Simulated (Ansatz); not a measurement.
With the program Ansatz at the PBEsol level (PAW), Bi$_{2}$SO$_{2}$ in the trigonal phase (P-3m1; Bi on 2d, S on 1b, O on 2d) relaxes to a = 3.941 Å, c = 6.762 Å. S has 6 nearest neighbours from 2.95 Å (octahedral); O has 4 nearest neighbours from 2.33 Å (tetrahedral). Its formation energy from the elements is -0.98 eV/atom, with no fitted shifts.

The Kohn–Sham gap is 1.63 eV (indirect). The valence maximum lies on the Γ–A line, 33 % of the way from Γ and the conduction minimum at L (3 equivalent valleys). Gap from PBEsol with spin–orbit coupling: 1.16 eV. Electrons at the band edge weigh 0.17, 0.21, 3.6 mₑ (principal values). The hole mass is 0.82, 0.82, 7.8 mₑ (principal values).

An equation-of-state fit gives a bulk modulus of 1060 kbar. The relaxed-ion elastic constants in GPa are C11 = 152, C12 = 80.5, C13 = 83.0, C14 = 7.9, C33 = 160, C44 = 60.0. The elastic constants imply a Debye temperature near 283 K. Perturbation theory gives ε∞ = 10.8 (xx = yy), 10.8 (zz). Letting the ions move raises it to ε0 = 54.0 (xx = yy), 100.0 (zz). Born charges are Bi +5.40, S -3.28, O -3.76 e. Without the LO–TO term the highest mode at Γ lies at 376 cm^-1.

The start of the workflow was typed in or built on a structure type; neither database checked (COD, Materials Project) lists it. Its standing as an ambient phase is unchecked. The PBEsol relaxation kept the symmetry of its start; its stability against distortions is not shown here. The volume moved by 33 % from the start of the relaxation. The references are the lowest solids computed at this level, not always the standard phases (solids in place of the gases). Scalar-relativistic: spin–orbit coupling is off unless named, which matters more the heavier the elements.

Potentials: the earlier of the program's two PAW sets. The files were generated under PBE; for other functionals the program regenerates the frozen cores, and for LDA and PBEsol the local potential too.
